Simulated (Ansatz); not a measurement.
Ru2C in space group P4/nmm (No. 129; Ru on 2a, Ru on 2c, C on 2c) under volume change, plane-wave PAW r²SCAN (Ansatz code), shape and atoms relaxed at each volume.

```tsv
V (Å³/atom)	E − E(relaxed) (meV/atom)	P (GPa)
10.482	106.1	35.89
10.827	44.3	21.81
11.173	(withheld)	(withheld)
11.518	0.0	0.01
11.864	(withheld)	(withheld)
12.210	34.7	-15.14
12.555	73.6	-20.68
```

Complete the blanks.


- 11.864, E − E(relaxed) (meV/atom): 9.2
- 11.864, P (GPa): -8.29
- 11.173, E − E(relaxed) (meV/atom): 10.4
- 11.173, P (GPa): 9.95

What does a third-order Birch–Murnaghan fit give for V₀, B₀ and B′?

V₀ = 11.52 Å³/atom, B₀ = 300 GPa, B′ = 5.1.

A made-up cell: these elements were put on the sites of a structure type; neither database checked (COD, Materials Project) lists it. Whether it is the stable phase at ambient conditions was not checked. Symmetry was held in the r²SCAN relaxation; its stability against distortions is not shown here. The run is not spin-polarised.

Potentials: the earlier of the program's two PAW sets.
